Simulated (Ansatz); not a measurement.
Input:

Sb2Se3:
```yaml
crystal:
  lattice:
    - [12.09556, 0.00000, 0.00000]
    - [0.00000, 3.98925, 0.00000]
    - [0.00000, 0.00000, 11.63792]
  atoms:
    - { symbol: Sb, position: [0.03217, 0.25000, 0.32894] }
    - { symbol: Sb, position: [0.96783, 0.75000, 0.67106] }
    - { symbol: Sb, position: [0.46783, 0.75000, 0.82894] }
    - { symbol: Sb, position: [0.53217, 0.25000, 0.17106] }
    - { symbol: Sb, position: [0.14353, 0.75000, 0.03794] }
    - { symbol: Sb, position: [0.85647, 0.25000, 0.96206] }
    - { symbol: Sb, position: [0.35647, 0.25000, 0.53794] }
    - { symbol: Sb, position: [0.64353, 0.75000, 0.46206] }
    - { symbol: Se, position: [0.05248, 0.25000, 0.87180] }
    - { symbol: Se, position: [0.94752, 0.75000, 0.12820] }
    - { symbol: Se, position: [0.44752, 0.75000, 0.37180] }
    - { symbol: Se, position: [0.55248, 0.25000, 0.62820] }
    - { symbol: Se, position: [0.12782, 0.75000, 0.44588] }
    - { symbol: Se, position: [0.87218, 0.25000, 0.55412] }
    - { symbol: Se, position: [0.37218, 0.25000, 0.94588] }
    - { symbol: Se, position: [0.62782, 0.75000, 0.05412] }
    - { symbol: Se, position: [0.20930, 0.25000, 0.19293] }
    - { symbol: Se, position: [0.79070, 0.75000, 0.80707] }
    - { symbol: Se, position: [0.29070, 0.75000, 0.69293] }
    - { symbol: Se, position: [0.70930, 0.25000, 0.30707] }
```

This is the r²SCAN+D4-relaxed structure. x, y and z are the axes in which the lattice vectors are written.

Task: All from DFT-r²SCAN+D4 in the program Ansatz with PAW potentials, unless another level is named. Predict the band gap.

Result: 1.14 eV (indirect).

Task: And the formation energy from the elements (no fitted shifts)?

Result: -0.29 eV/atom.

Task: Next, the hole effective mass?

Result: 0.27, 0.85, 4.8 mₑ (principal values).

Task: Predict the conduction-band minimum.

Result: on the Γ–Z line, 69 % of the way from Γ (k = 0.000, 0.000, 0.344 in fractions of the reciprocal vectors) (2 equivalent valleys).

Space group Pnma. The r²SCAN+D4 relaxation kept the symmetry of its start. The references are the lowest solids computed at this level, not always the standard phases. Scalar-relativistic: spin–orbit coupling is off unless named, which matters more the heavier the elements.

Potentials: the later of the program's two PAW sets.
